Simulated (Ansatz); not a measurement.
CoGe:
```
CoGe
1.0
    4.57981     0.00000     0.00000
    0.00000     4.57981     0.00000
    0.00000     0.00000     4.57981
Co Ge
4 4
Direct
  0.13639   0.13639   0.13639
  0.36361   0.86361   0.63639
  0.63639   0.36361   0.86361
  0.86361   0.63639   0.36361
  0.83961   0.83961   0.83961
  0.66039   0.16039   0.33961
  0.33961   0.66039   0.16039
  0.16039   0.33961   0.66039
```

Relaxed with r²SCAN. Special points in fractions of this cell's reciprocal vectors: Γ (0.000, 0.000, 0.000); X (0.000, 0.500, 0.000); M (0.500, 0.500, 0.000); R (0.500, 0.500, 0.500); X1 (0.500, 0.000, 0.000).

Task: List the band energies nearest the Fermi level at these points for plane-wave PAW r²SCAN with spin–orbit coupling (Ansatz code).

Result: In eV from the Fermi level; about four levels below and three above (degenerate sets whole), none deeper than 8.9 eV; points with the same levels are listed once.

```json
[
 {"k": "Γ", "below": "-0.03 -0.03 -0.03 -0.03", "above": "2.03 2.03 2.03 2.03"},
 {"k": "X", "below": "-0.43 -0.43 -0.39 -0.39", "above": "1.02 1.02 1.03 1.03"},
 {"k": "M", "below": "0.00 0.00 0.00 0.00", "above": "0.44 0.44 0.44 0.44"},
 {"k": "R", "below": "-0.18 -0.18 -0.18 -0.18 -0.18 -0.18", "above": "4.78 4.78 4.98 4.98 4.98 4.98 4.98 4.98"}
]
```

Space group P2_13. The workflow started from a Materials Project entry (that database holds measured and hypothetical structures alike); the Crystallography Open Database copy checked does not list it. Whether it is the stable phase at ambient conditions was not checked. Symmetry was held in the r²SCAN relaxation; its stability against distortions is not shown here. No spin polarisation was allowed.

Potentials: the later of the program's two PAW sets.
